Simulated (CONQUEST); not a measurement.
Set-up for a self-consistent single point of AlRu (Pm-3m, 2 atoms in the cell; from Materials Project mp-542569, changed as shown).

```
AlRu
1.0
    2.98043     0.00000     0.00000
    0.00000     2.98043     0.00000
    0.00000     0.00000     2.98043
Al Ru
1 1
Direct
  0.00000   0.00000   0.00000
  0.50000   0.50000   0.50000
```

Method: LDA (PW92), numerical atomic orbitals double-zeta with polarisation (the shipped basis), PseudoDojo norm-conserving potentials made for LDA run with CONQUEST 1.3.

CONQUEST settings:

```
key                                             value
---------------------  ------------------------------
basis                                             DZP
Diag.MPMeshX, Y, Z                           14 14 14
potentials             PseudoDojo norm-conserving LDA
Grid.GridCutoff                                175 Ha
DM.SolutionMethod                              diagon
Diag.kT                                   0.003675 Ha
Diag.GammaCentred                                true
minE.SCTolerance                              1.0e-06
SC.MaxIters                                       100
SC.LinearMixingFactor                             0.5
SC.KerkerPreCondition                            true
SC.KerkerFactor                            0.1 1/bohr
AtomMove.TypeOfRun                             static
```

Results:

| Item | Result |
|---|---|
| Number of valence electrons | 19 |
| Number of bands | 32 |
| Number of k-points after the program's reduction | 1646 |
| Size of the basis | 32 |
| Number of SCF iterations | 7 |
| FFT grid | 36 × 36 × 36 |
| Free energy E − TS | -2817.1384 eV |
| Fermi level (on the code's own zero) | -7.68 eV |
| Pressure | -3.92 GPa |

For comparison: a first run was changed to give this one (lattice scaled by 0.98), and from it to this one the free energy falls by 47.2 meV/atom and the pressure goes from -13.87 to -3.92 GPa.

The program uses no crystal symmetry, so grid and mesh can part values that symmetry would make equal. The atom-centred basis is finite, which shifts total energies and pressures against plane waves. The structure comes from a collection of computed structures, made at another level of theory; the collection holds predicted forms beside known ones. Its lattice was then scaled.

Cost on one core: around 4 core-minutes (rough).
